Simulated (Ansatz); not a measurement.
Notes on Tl4Rh

```xyz
10
Lattice="0.0000 5.0043 0.0000 5.8020 -2.5021 0.0000 -1.5453 2.5021 -8.7275" Properties=species:S:1:pos:R:3 pbc="T T T"
Tl    0.8037    2.5021   -3.9197
Tl    3.4530    2.5021   -4.8078
Tl    0.0354    2.5021   -8.3647
Tl    4.2213    2.5021   -0.3628
Tl    4.3417    0.0000   -5.9247
Tl   -0.0850    5.0043   -2.8028
Tl    1.0897    2.5021   -1.0044
Tl    3.1670    2.5021   -7.7231
Rh    3.3303    0.0000   -2.5073
Rh    0.9264    5.0043   -6.2202
```

The numbers come from plane-wave PAW DFT (Ansatz): PBEsol, no spin polarisation, 420 eV, 5×5×5 Γ-centred k points, fermi-dirac occupations (width 0.1 eV). Nothing was relaxed.

Task: Is the cell too large or too small?

Result: The pressure is 1.4 GPa (compression positive), so with the atoms held at these fractions the cell would first expand; the forces are large, so a full relaxation may end otherwise. The principal stresses -0.8, 2.1, 2.7 GPa differ, so its shape would change too.

Task: What happens at the Fermi level?

Result: It is a metal, with about 6.5 states/eV a cell as the mean within 0.25 eV of the Fermi level, mostly Rh d (52 %) and Tl p (31 %).

Task: Give the Bader charges.

Result: Bader charges in e: Tl +0.06 to +0.09, Rh -0.31. In the mean Tl gives up most and Rh takes most.

Task: Which atom feels the largest force, and which way?

Result: The largest is on Tl3 (and as large on other atoms): 1.34 eV/Å, components (1.32, 0.00, 0.24). It makes 111° with the line to a nearest neighbour, Tl5 at 2.86 Å.

Origin: a known structure type with other elements, at an estimated volume, so it need not be a known compound.
